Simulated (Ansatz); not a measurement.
Theory: DFT LDA, scalar-relativistic, plane waves, PAW in Ansatz. Cutoff 420 eV, Γ-centred k meshes of 1000 to 3888 points, fixed occupations in insulators, in metals Fermi–Dirac smearing of 0.15 eV (Gaussian, 0.2 eV, where magnetic), spin where moments survive. Values of metals depend on mesh and smearing. Each crystal stands at its own equilibrium volume, in the symmetry named.

Order these crystals by the bulk modulus (Hill), lowest first.
A. GaAs (F-43m, 2 atoms in the cell, 22.0 Å³/atom, Ga next to 4 As)
B. BAs (F-43m, 2 atoms in the cell, 13.2 Å³/atom, B next to 4 As)
C. FeNi (P4/mmm, 2 atoms in the cell, 10.3 Å³/atom, Fe next to 4 Fe and 8 Ni)

Results:

A (74 GPa), B (147 GPa), C (232 GPa).

Cost: 3 runs of about 17 core-minutes in all, on Intel Xeon Processor @ 2.50GHz (Skylake/Cascade Lake), Intel Xeon 6975P-C (Granite Rapids) (shared hosts).